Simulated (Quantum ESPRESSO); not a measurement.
W6InRu, input and log of a self-consistent run

A calculation, not a measurement. The program is pw.x of Quantum ESPRESSO 7.5 (plane-wave density functional theory). The cell is made up: eight metal atoms on a face-centred cubic lattice, with elements, volume, strain and displacements drawn at random and not relaxed, so it may be unstable or far from any real phase. PseudoDojo standard norm-conserving files set the functional (PBE unless stated); there is no spin polarisation or spin-orbit coupling, the Fermi-Dirac width of 0.25 eV means electrons at about 2900 K, and the masses in the input are unused placeholders. Heavy elements are run without spin-orbit coupling, which real alloys of them have. A spin test at this wide smearing found no moment, but such smearing suppresses magnetism that the real alloy may have.

Input:

```
&control calculation='scf', pseudo_dir='./dojo.nc.sr.pbe.v0_5.standard.upf', outdir='./o', disk_io='minimal', tprnfor=.true., tstress=.true. /
&system ibrav=0, nat=8, ntyp=3, nbnd=74, ecutwfc=84.00895049, nosym=.true., tot_charge=0,
 occupations='smearing', smearing='fd', degauss=0.0183746611
/
&electrons conv_thr=1.470e-08, electron_maxstep=70, mixing_beta=0.5 /
ATOMIC_SPECIES
In 1.0 In.upf
Ru 1.0 Ru.upf
W 1.0 W.upf
CELL_PARAMETERS angstrom
0.0092 2.0002 1.9672
-3.9698 2.0002 -1.9855
-3.9486 -6.016 5.8987
ATOMIC_POSITIONS angstrom
W -0.0705 0.0045 0.0361
W -3.98 -3.9546 3.9231
W -3.9328 -2.0034 1.9525
In -3.9256 0.0366 -0.049
W -1.9678 -2.0136 3.8894
W -2.0165 -0.012 1.9335
W -1.965 2.0283 -0.0214
Ru -5.94 -2.0233 3.9049
K_POINTS automatic
8 5 3 1 1 1
```

The log is shortened where brackets say so; the opening notice, blank lines, dates and the lines on written files are dropped, and the path of the files is cut. It prints rydbergs, bohrs and kilobars, and counts compression as positive stress. Its total energy is the free energy E - TS of the whole cell.

```
     Program PWSCF v.7.5
     Parallel version (MPI & OpenMP), running on       4 processor cores
     Number of MPI processes:                 4
     Threads/MPI process:                     1
     [start-up lines left out]
     bravais-lattice index     =            0
     lattice parameter (alat)  =       5.3016  a.u.
     unit-cell volume          =     843.7870 (a.u.)^3
     number of atoms/cell      =            8
     number of atomic types    =            3
     number of electrons       =       113.00
     number of Kohn-Sham states=           74
     kinetic-energy cutoff     =      84.0090  Ry
     charge density cutoff     =     336.0358  Ry
     scf convergence threshold =      1.5E-08
     mixing beta               =       0.5000
     number of iterations used =            8  plain     mixing
     Exchange-correlation= PBE
                           (   1   4   3   4   0   0   0)
     [axes and pseudopotential details left out]
   Cartesian axes
     site n.     atom                  positions (alat units)
         1        W      tau(   1) = (  -0.0251293   0.0016040   0.0128676  )
         2        W      tau(   2) = (  -1.4186482  -1.4095946   1.3983666  )
         3        W      tau(   3) = (  -1.4018241  -0.7141005   0.6959575  )
         4        In     tau(   4) = (  -1.3992577   0.0130459  -0.0174658  )
         5        W      tau(   5) = (  -0.7014111  -0.7177362   1.3863544  )
         6        W      tau(   6) = (  -0.7187699  -0.0042773   0.6891850  )
         7        W      tau(   7) = (  -0.7004130   0.7229759  -0.0076279  )
         8        Ru     tau(   8) = (  -2.1172790  -0.7211937   1.3918793  )
     number of k points=    60  Fermi-Dirac smearing, width (Ry)=  0.0184
                       cart. coord. in units 2pi/alat
        k(    1) = (  -0.0827975   0.0322473   0.0567323), wk =   0.0333333
        k(    2) = (   0.0354653   0.1487889  -0.0623174), wk =   0.0333333
     [further k points left out]
     Dense  grid:    87789 G-vectors     FFT dimensions: (  32,  54, 108)
     Estimated max dynamical RAM per process >     352.48 MB
     Estimated total dynamical RAM >       1.31 GB
     Initial potential from superposition of free atoms
     starting charge     112.9923, renormalised to     113.0000
     Starting wfcs are   79 randomized atomic wfcs
     total cpu time spent up to now is        4.9 secs
     per-process dynamical memory:   280.6 Mb
     Self-consistent Calculation
     iteration #  1     ecut=    84.01 Ry     beta= 0.50
     Davidson diagonalization with overlap
     ethr =  1.00E-02,  avg # of iterations =  2.8
     total cpu time spent up to now is       16.1 secs
     total energy              =   -1243.86080257 Ry
     estimated scf accuracy    <       2.00893692 Ry
     iteration #  2     ecut=    84.01 Ry     beta= 0.50
     Davidson diagonalization with overlap
     ethr =  1.78E-03,  avg # of iterations =  3.4
     total cpu time spent up to now is       28.6 secs
     total energy              =   -1242.95871514 Ry
     estimated scf accuracy    <      32.06419732 Ry
     iteration #  3     ecut=    84.01 Ry     beta= 0.50
     Davidson diagonalization with overlap
     ethr =  1.78E-03,  avg # of iterations =  3.8
     total cpu time spent up to now is       40.7 secs
     total energy              =   -1244.35430411 Ry
     estimated scf accuracy    <      10.60925607 Ry
     iteration #  4     ecut=    84.01 Ry     beta= 0.50
     Davidson diagonalization with overlap
     ethr =  1.78E-03,  avg # of iterations =  2.0
     total cpu time spent up to now is       50.5 secs
     total energy              =   -1244.99416099 Ry
     estimated scf accuracy    <       0.68716891 Ry
     iteration #  5     ecut=    84.01 Ry     beta= 0.50
     Davidson diagonalization with overlap
     ethr =  6.08E-04,  avg # of iterations =  1.4
     total cpu time spent up to now is       59.5 secs
     total energy              =   -1244.96830619 Ry
     estimated scf accuracy    <       1.08011954 Ry
     [iterations 6 to 13 left out]
     iteration # 14     ecut=    84.01 Ry     beta= 0.50
     Davidson diagonalization with overlap
     ethr =  1.87E-09,  avg # of iterations =  2.0
     total cpu time spent up to now is      151.0 secs
     total energy              =   -1245.04328793 Ry
     estimated scf accuracy    <       0.00000018 Ry
     iteration # 15     ecut=    84.01 Ry     beta= 0.50
     Davidson diagonalization with overlap
     ethr =  1.59E-10,  avg # of iterations =  2.7
     total cpu time spent up to now is      161.7 secs
     total energy              =   -1245.04328790 Ry
     estimated scf accuracy    <       0.00000071 Ry
     iteration # 16     ecut=    84.01 Ry     beta= 0.50
     Davidson diagonalization with overlap
     ethr =  1.59E-10,  avg # of iterations =  2.0
     total cpu time spent up to now is      171.4 secs
     total energy              =   -1245.04328793 Ry
     estimated scf accuracy    <       0.00000091 Ry
     iteration # 17     ecut=    84.01 Ry     beta= 0.50
     Davidson diagonalization with overlap
     ethr =  1.59E-10,  avg # of iterations =  1.4
     total cpu time spent up to now is      180.2 secs
     total energy              =   -1245.04328797 Ry
     estimated scf accuracy    <       0.00000004 Ry
     iteration # 18     ecut=    84.01 Ry     beta= 0.50
     Davidson diagonalization with overlap
     ethr =  3.55E-11,  avg # of iterations =  1.3
     total cpu time spent up to now is      189.3 secs
     End of self-consistent calculation
     [lines on levels left out]
!    total energy              =   -1245.04328797 Ry
     estimated scf accuracy    <          3.8E-09 Ry
     smearing contrib. (-TS)   =      -0.10738977 Ry
     internal energy E=F+TS    =   -1244.93589820 Ry
     The total energy is F=E-TS. E is the sum of the following terms:
     one-electron contribution =    -144.84827547 Ry
     hartree contribution      =     149.44275991 Ry
     xc contribution           =    -273.54366037 Ry
     ewald contribution        =    -975.98672226 Ry
     convergence has been achieved in  18 iterations
     Forces acting on atoms (cartesian axes, Ry/au):
     atom    1 type  3   force =     0.06026286    0.04738736   -0.05050313
     atom    2 type  3   force =     0.01891294   -0.01656087    0.00680312
     atom    3 type  3   force =    -0.05808900   -0.02375395    0.01335181
     atom    4 type  1   force =    -0.03466966   -0.01733331    0.00899645
     atom    5 type  3   force =    -0.01662687   -0.02352835    0.03557645
     atom    6 type  3   force =     0.02328187   -0.00856029    0.01746823
     atom    7 type  3   force =     0.01987347    0.03211133   -0.03040595
     atom    8 type  2   force =    -0.01294561    0.01023807   -0.00128697
     Total force =     0.142993     Total SCF correction =     0.000299
     Computing stress (Cartesian axis) and pressure
          total   stress  (Ry/bohr**3)                   (kbar)     P=      162.52
   0.00113968  -0.00004087  -0.00001147          167.65       -6.01       -1.69
  -0.00004087   0.00108349   0.00007589           -6.01      159.39       11.16
  -0.00001147   0.00007589   0.00109124           -1.69       11.16      160.53
     init_run     :      4.53s CPU      4.67s WALL (       1 calls)
     electrons    :    181.33s CPU    184.44s WALL (       1 calls)
     forces       :      2.04s CPU      2.05s WALL (       1 calls)
     stress       :      6.91s CPU      7.05s WALL (       1 calls)
     [timing details left out]
     PWSCF        :   3m14.99s CPU   3m18.42s WALL
     JOB DONE.
```

In other units: free energy -16939.677 eV for the cell, pressure 16.25 GPa, largest force component 1.549 eV/Å in size. The run took 200 s of wall time with four MPI processes on a shared machine (AMD EPYC, Zen 5, virtual cores), so the time is rough. A rerun of this cell at a higher cutoff and on a denser mesh moved values by no more than 0.010 eV in energy, 0.05 GPa in stress and 0.008 eV/Å in force, and a second program with other atomic files agreed on that cell to 2 % rms in force and 0.5 GPa in pressure.